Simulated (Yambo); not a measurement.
**Convergence of the G0W0 gap of YVO$_{4}$**

G0W0@PBEsol for YVO4 (space group I4_1/amd, No. 141) in Yambo. Reference settings: 2×2×2 Γ-centred k mesh, bands 3 to 250 and a 7 Ry block in the screening, 250 bands in G with the Bruneval-Gonze terminator, plasmon pole fitted at 27.2 eV. The PBEsol gap Γ → Γ on this mesh is 2.89 eV; G0W0 gaps are taken between the same points.

| change from the reference | G0W0 gap Γ → Γ (eV) | shift of the valence edge (eV) | rough Yambo cost |
|---|---|---|---|
| reference settings | 5.04 | -0.60 | 1 |
| 108 bands in W, 108 bands in G | 5.06 | -0.42 | about 1/2 |
| 169 bands in W, 169 bands in G | 5.04 | -0.53 | within a factor of two |
| 108 bands in G | 5.00 | -0.56 | – |
| 169 bands in G | 5.02 | -0.59 | – |
| 128 bands in W | 5.07 | -0.49 | within a factor of two |
| 3 Ry block | 5.45 | -0.62 | within a factor of two |
| 1 Ry block | 7.11 | -1.35 | within a factor of two |
| 6 Ry block | 5.06 | -0.58 | within a factor of two |
| pole fitted at 40 eV | 5.06 | -0.65 | – |
| no random integration | 4.95 | -0.33 | – |
| 108 bands in G, no terminator | 5.17 | 0.06 | – |
| 169 bands in G, no terminator | 5.18 | -0.23 | – |
| no terminator | 5.17 | -0.39 | – |

The reference isn't shown to be the converged limit. Costs are rough (shared machines), scaled to the same edge states, and given only for runs that recompute the screening.

The 3d shell has no Hubbard U; the runs are without spin polarisation, and magnetic order was not tried.

Geometry of the Materials Project entry, not relaxed at this level; primitive cell a = b = c = 5.947 Å, α = β = 106.28°, γ = 116.07°.

A shift is the quasiparticle energy of the state minus its PBEsol energy.
